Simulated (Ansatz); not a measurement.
Relaxed-ion elastic tensor of NiSb (NiAs type, P6_3/mmc) in GPa (Voigt order), PBE (plane waves, PAW; program Ansatz); density 8.49 g/cm³, 17.64 Å³ per atom.

```
 172  89.2  77.5   0.0   0.0   0.0
89.2   172  77.5   0.0   0.0   0.0
77.5  77.5   176   0.0   0.0   0.0
 0.0   0.0   0.0  59.2   0.0   0.0
 0.0   0.0   0.0   0.0  59.2   0.0
 0.0   0.0   0.0   0.0   0.0  41.2
```

Task: Is the crystal mechanically stable?

Result: Yes: the smallest eigenvalue of C is 41.2 GPa.

Task: Work out the Voigt, Reuss and Hill averages.

Result: K_V = 112, K_R = 112, K_H = 112; G_V = 50.2, G_R = 48.9, G_H = 49.6 GPa.

Task: Give Young's modulus, Poisson's ratio, Pugh's ratio and the universal anisotropy index.

Result: E = 9KG/(3K + G) = 130 GPa; ν = 0.31; K/G = 2.26 (ductile by the Pugh limit of 1.75); A_U = 5G_V/G_R + K_V/K_R − 6 = 0.13.

Task: Estimate the sound speeds and the Debye temperature.

Result: v_l = √((K + 4G/3)/ρ) = 4580 m/s, v_t = √(G/ρ) = 2420 m/s, mean 2700 m/s; Θ = (h/k)(3n/4πV)^(1/3) v_m = 309 K.

Task: Solve the Christoffel equation for the three sound speeds along x, y, z.

Result: Eigenvalues of C_ijkl n_j n_l equal ρv². In km/s, slowest first: x 2.20, 2.64, 4.49; y 2.20, 2.64, 4.49; z 2.64, 2.64, 4.55.

Task: How much does each axis shrink under pressure?

Result: Linear compressibilities β_i = Σ_j S_ij (j = 1 to 3): x 2.9, y 2.9, z 3.1 per TPa.

The PBE relaxation kept the symmetry of its start; of distortions, only those at the zone centre were tested. The workflow began spin-polarised and lost its moments. As this level gives no gap, shear constants depend on the k-mesh and smearing (Fermi–Dirac, 0.1 eV here). On the denser mesh and wider smearing of the elastic run this cell carries a stress of 0.3 GPa. Scalar-relativistic: spin–orbit coupling is off unless named, which matters more the heavier the elements.

Potentials: the later of the program's two PAW sets.
